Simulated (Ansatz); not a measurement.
Start of a relaxation of Al₃Cl:

```
Al Cl
1.0
     2.88572    0.00000    0.00000
    -1.44286    2.49910    0.00000
     0.00000    0.00000    8.95432
Al Cl
3 1
Direct
  0.66667 0.33333 0.50000
  0.33333 0.66667 0.24192
  0.33333 0.66667 0.75808
  0.66667 0.33333 0.00000
```

Method: DFT PBE, scalar-relativistic, plane waves, PAW in Ansatz 0.2.0. Cutoff 420 eV, Gaussian smearing, Γ-centred meshes. Cell and atoms relax first on a coarse mesh and then on a finer one. In between, the cell is made exact in the group found at 0.06 Å. In metals the finer mesh still leaves noise of several meV/atom or more. The steps can't lower the symmetry of their start. No spin polarisation.

A guess keeps its type if space group and coordination stay and the shape of the cell changes little (axis ratios within about 15 %, angles within 6°); the volume may change.

Problem. Does this structure survive the relaxation?

Solution. It keeps its type. The symmetry stays P-6m2 (No. 187). The volume per atom grows by 11.7 %, from 16.1 to 18.0 Å³. The shortest distance goes from 2.73 Å (Al–Cl) to 2.78 Å (Al–Cl). The ratio c/a of the conventional cell changes by a factor of 0.91. Counting neighbours within 15 % of an atom's shortest distance, the start has Al 12, Cl 12 and the end Al 12, Cl 12.

The last run used an 18×18×6 mesh (in the run's order of axes) for its 4-atom cell and Gaussian smearing of 0.10 eV. Symmetry constrained the relaxation, so the result can be a saddle point.
